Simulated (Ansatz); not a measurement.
Stationary points along a deformation path in Ag

Level of theory: DFT PBEsol, scalar-relativistic, plane waves, PAW (Ansatz). Settings: plane waves to 420 eV, k-mesh 22×22×22 (Γ-centred), Gaussian smearing 0.15 eV. No spin polarisation. Energies are free energies at this smearing, counted from the undisturbed cell; pressure is positive in compression.

The starting cell (as given, not relaxed at this level; it stands at -7.2 GPa; this bcc form isn't the usual structure):

```yaml
crystal:
  lattice:
    - [-1.65565, 1.65565, 1.65565]
    - [1.65565, -1.65565, 1.65565]
    - [1.65565, 1.65565, -1.65565]
  atoms:
    - { symbol: Ag, position: [0.00000, 0.00000, 0.00000] }
```

At fixed volume and fractional coordinates, lengths along (0.000, 0.000, 1.000) are scaled against those across it; ρ is that ratio over its starting value. V = 18.154 Å³/atom. Δσ is the stress along the axis less the mean stress across it (compression positive).

| ρ | ΔE (meV/atom) | Δσ (GPa) | space group |
| --- | --- | --- | --- |
| 0.650 | 288.6 | 40.60 | I4/mmm |
| 0.707 | 104.5 | 19.77 | I4/mmm |
| 0.780 | 16.3 | 5.71 | I4/mmm |
| 0.850 | -3.3 | 0.61 | I4/mmm |
| 0.920 | -2.8 | -0.38 | I4/mmm |
| 0.960 | -1.0 | -0.58 | I4/mmm |
| 1.000 | 0.0 | 0.00 | Im-3m |
| 1.050 | -1.2 | 0.66 | I4/mmm |
| 1.100 | -4.8 | 1.35 | I4/mmm |
| 1.200 | -15.6 | 1.81 | I4/mmm |
| 1.300 | -26.8 | 1.69 | I4/mmm |
| 1.414 | -33.6 | 0.00 | Fm-3m |
| 1.500 | -28.7 | -2.28 | I4/mmm |

How does the stress give the slope of the energy, and where is the energy stationary?

Along the path d ln(length) is 2/3 d ln ρ on the axis and −1/3 d ln ρ across it, so dE/d ln ρ = −(2/3) V Δσ: the energy falls with ρ where Δσ is positive. Δσ vanishes or changes sign between ρ = 0.850 and 0.920, a minimum (near 0.89 by linear interpolation); at ρ = 1.000 (Im-3m), a maximum at 0.0 meV/atom; at ρ = 1.414 (Fm-3m), a minimum at -33.6 meV/atom. Pairs of stationary points between two samples would go unseen, and could change a minimum read from distant neighbours into a maximum. At ρ = 1.000, 1.414 the cell is cubic, where symmetry alone makes the stress isotropic and the slope zero.

Which shear constant sets the curvature at ρ = 1?

For a cubic crystal E/V = (2/3) C (ln ρ)² with C = C′ = (C11 − C12)/2, so Δσ = −2C ln ρ. The parabola of Δσ against ln ρ through ρ = 0.960, 1 and 1.050 gives C ≈ -6.9 GPa with the ions clamped, rough because the steps are large. It is the stress–strain coefficient at this cell's pressure of -7.2 GPa, not the zero-pressure constant. It is negative, so the cubic cell is unstable to this shear.

Integrate that slope from ρ = 1 to 0.850 by the trapezoid rule.

With V/N in Å³ and 1 eV/Å³ = 160.2 GPa the slopes at ρ = 1.000, 0.960, 0.920, 0.850 are 0, 44, 29, -46 meV/atom per unit of ln ρ. The steps add (-0.9) + (-1.5) + 0.7 = -1.8 meV/atom, against -3.3 from the energies; the trapezoid rule misses the curvature of the slope within each step.

Is the start the lowest point of the path?

No: ρ = 1.414 lies 33.6 meV/atom lower, with no sampled rise above the start on the way. Volume and inner coordinates are held, so a relaxed structure there would lie lower still.

In a metal these slopes depend on the k mesh and the smearing.